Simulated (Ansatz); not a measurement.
One run on Gd (P63/mmc): spin–orbit coupling, moments along [001]

Theory: Ansatz 0.2.0, DFT, PBE, PAW with Ansatz's default frozen-core files, fully relativistic files with spin-orbit coupling.

Command: `ansatz run input.yaml --threads 3 --pin off --max-ram 6144MiB --backend cpu --events-out ev --progress --plain --runs-dir out`

```yaml
crystal:
  lattice:
    - [3.636, 0.0, 0.0]
    - [-1.818, 3.1488683682, 0.0]
    - [0.0, 0.0, 5.7826]
  atoms:
    - { symbol: Gd, position: [0.3333333333, 0.6666666667, 0.25], spin: 7.4, spin_axis: [0.0, 0.0, 1.0] }
    - { symbol: Gd, position: [0.6666666667, 0.3333333333, 0.75], spin: 7.4, spin_axis: [0.0, 0.0, 1.0] }
magnetization:
  noncollinear: true
  spin_orbit: true
kpoints:
  mp_grid: { grid: [7, 7, 4] }
scf:
  occupations: { method: fermi_dirac, width: 0.025 }
  convergence: { dr2_threshold: 1.0e-09 }
  max_iter: 120
hamiltonian:
  xc: pbe
  pseudopotentials: { kind: paw_fr }
output:
  eigenvalues: false
  hubbard: { sites: [{ species: Gd, l: f }] }
  write_density: true
  write_potential: true
  elf: true
  volumetric_format: npy
```

Log:

```
settings of this run that can trade accuracy for cost: output.eigenvalues: false. Do not mix this run's numbers with those of runs without the same settings; the input reference describes each key
Gd: projections on atomic orbitals take those of the free atom [Kr 4d10] 4f7 5s2 5p6 5d1 6s2, of charge +0.00 (hamiltonian.pseudopotentials.projection_atoms); the dataset's partial waves leave at most 3.2e-4 of an orbital's norm unspanned inside its sphere
band count auto-derived: 60, from the close of a first SCF at 44 (N_el = 36.0; filled up to band 36; 44 by the electrons, moments and atoms)
Engine: ansatz 0.2.0
Pseudopotentials: kind: paw_fr
Pseudopotential: Gd, paw_fr, valence charge 18, recommended cutoff 420 eV (normal), Gd.paw.azcp#standard-fr
Functional definition: PBE
  parameter kappa = 0.804
  parameter beta = 0.06672455060314922
  exchange = pbe_x(kappa = kappa, mu = beta*pi^2/3)
  correlation = pbe_c(beta = beta)
Crystal: 2 atoms, lattice volume = 66.207 Å³
Basis set: ecut = 420 eV, 1291 PW (Γ)
Bands: 44, of which v1, the nominal top of the filled ones, is band 36 counted from 1 (35 counted from 0)
Symmetry: 12 space group operations + 12 with time reversal
Magnetic group: BNS 194.270 (UNI 1500), of the structure as read, at distance tolerance 4.0e-5 Å
k-points: 24 of 196 (time reversal used)
Projection manifold: j_resolved (fully-relativistic pseudo-atomic orbitals)
Non-local potential: Gd, projectors of the file, l = 0: 3, l = 1: 4, l = 2: 4, l = 3: 6
PAW form: soft (Blöchl's): semilocal exchange-correlation on the pseudo side does not see the compensation charge
PAW one-centre angular grid: Gd, 590 points (default); XC on 64 Gauss nodes
Initial density: superposition of atomic densities (chi_scale 0.1, normalization cell)
Starting moments: Σ|m| = 14.8 μB on 2 of 2 sites
Initial wavefunctions: pseudopotential atomic-orbital guess
Functional: x = pbe(κ = 0.804, μ = 0.2195149727645171), c = pbe(β = 0.06672455060314922)
SCF iter   1: F=—  HF=-18679.951450 eV  |F-HF|=—  |Δ(HF+E_count)|=         —  Δρ=4.85e-1  dr2=2.63e0  dr2_m=3.57e1  ethr=3.10e-3  |M|=1.58e1 ∫|m|=1.58e1 μB  |m|>n=0.0e0 m-floor=0.0e0 τ_xc=1.5e-14 mc-row=0.0e0  β_m=1.00  ⟨swp⟩=8.8  Hψ=6080  notcnv=0
preconditioner: auto → Resta (q_TF=auto, 2.465 Å⁻¹)  ε∞=7.9  [insulator: Δε(μ)=0.073 eV  Ē_g=9.840 eV  σ=0.025 eV  W_gap=0.57  n_scr=22 (ndim 8)  ℏωp=25.8 eV  f_vac=0.000  D(μ)=1.07/eV (n_scr^D=2)  ε∞_Penn≈7.9]
spin=Noncollinear: Resta preconditioning applied to the charge; magnetization (m_x, m_y, m_z) channels mix plain (no charge-response kernel on spin).
[...]
SCF 1, on 44 bands, converged in 18 iterations: F = -18684.698264 eV; the run's SCF on all bands comes behind
[...]
  site 0: m = (-0.0000, -0.0000, +7.3363) μB, |m| = 7.3363 μB  (R = 1.47 Å)
  site 1: m = (+0.0000, -0.0000, +7.3363) μB, |m| = 7.3363 μB  (R = 1.47 Å)
Free energy (F): -18684.698264 eV
Harris-Foulkes:  -18684.698264 eV  (|F-HF|=1.27e-10)
Internal energy: -18684.690774 eV  (E = F + TS)
E sigma→0 (E₀):  -18684.694519 eV
Entropy (-TS):   -0.007490 eV (-3.745 meV/atom)
Fermi energy:    12.230383 eV
--- Per-component energies (eV) ---
  E_band       = -66.024724
  E_kinetic    = 805.471545
  E_local      = -4239.731708  (includes V_loc(G=0)·N_el)
  E_nonlocal   = 577.382993
  E_hartree    = 1751.768889
  E_xc         = -465.470607
  E_vxc        = -504.671790  (∫ρ·V_xc dr)
  E_paw        = -12917.982597  (= ΣΔE_a)
  E_vpaw       = -208.013722  (= ΣTr[D̂ρ^β])
  E_aug_tail   = 0.000000  (compensation charges beyond the density's cutoff)
  E_ewald      = -4196.129290
  E_smearing   = -0.007490  (= −TS)
  E_closure    = -0.000000  (closes the sum)
  Σ components = -18684.698264   (vs F -18684.698264, Δ=0.00e0)
--- Occupation matrices: 2 shells (Löwdin-built; ε = 2.00e-2, provisional) ---
  Gd0 f_4F: site group D3h (-6m2)
  Gd0 f_4F spinor Tr n = 7.0807  λ = 0.004 0.006 0.009 0.009 0.011 0.021 0.027 0.999 0.999 0.999 0.999 0.999 0.999 0.999  [7× z3 0.14 E1/2(0.43) | 7× x(x2-3y2) 0.14 E1/2(0.43)]
  Gd1 f_4F: site group D3h (-6m2)
  Gd1 f_4F spinor Tr n = 7.0807  λ = 0.004 0.006 0.009 0.009 0.011 0.021 0.027 0.999 0.999 0.999 0.999 0.999 0.999 0.999  [7× z3 0.14 E1/2(0.43) | 7× x(x2-3y2) 0.14 E1/2(0.43)]
  Tr n, λ and their labels are of the run-group-symmetrised matrices; stabiliser: 24 of 48 elements of G0×{1,Θ} (closed), max defect 7.3e-15 at τ = 4.2e-3
settings of this run that can trade accuracy for cost: output.eigenvalues: false. Do not mix this run's numbers with those of runs without the same settings; the input reference describes each key
```

Site moments (μB): Gd1 (0.00, 0.00, 7.34); Gd2 (0.00, 0.00, 7.34). Cell moment 15.29 μB.

Without U a semilocal functional puts the f levels too near the Fermi level, which can change moments and the order of magnetic states; site and cell moments are spin moments. With open f shells a run can end in a state that isn't the lowest. The magnetic state is the one that this cell and start allow. It needn't be the compound's measured order, which may need a larger cell or be absent.

It took 29 s on 3 threads of Arm Neoverse V1, on a shared host, peak memory 0.65 GiB.
